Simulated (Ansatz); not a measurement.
Here is the system:

Al₃Ru₂:
```xyz
5
Lattice="-1.5363 1.5363 7.1284 1.5363 -1.5363 7.1284 1.5363 1.5363 -7.1284" Properties=species:S:1:pos:R:3 pbc="T T T"
Al     0.0000     0.0000     0.0000
Al     0.0000     0.0000    11.4943
Al     0.0000     0.0000     2.7626
Ru     0.0000     0.0000     8.6335
Ru     0.0000     0.0000     5.6233
```

This is the PBEsol-relaxed structure.

Problem. All from plane-wave PAW PBEsol (Ansatz code), unless another level is named. Estimate the density of states at the Fermi level.

Solution. 0.25 states/eV per atom (mean over ±0.08 eV).

Problem. Next, the formation energy from the elements (no fitted shifts)?

Solution. -673 meV/atom.

Problem. Give the gap with spin–orbit coupling.

Solution. none (metallic).

Space group I4/mmm. The workflow started from a Materials Project entry (that database holds measured and hypothetical structures alike); the Crystallography Open Database copy checked does not list it. With Al and Ru taken as one species the cell has the higher symmetry I4/mmm, so it may be an ordered model of a mixed-site phase. Its standing as an ambient phase is unchecked. The cell was relaxed with PBEsol under the symmetry of its start; of distortions, only those at the zone centre were tested. No spin polarisation was allowed. The references are the lowest solids computed at this level, not always the standard phases. Scalar-relativistic: spin–orbit coupling is off unless named, which matters more the heavier the elements.

Potentials: the later of the program's two PAW sets.
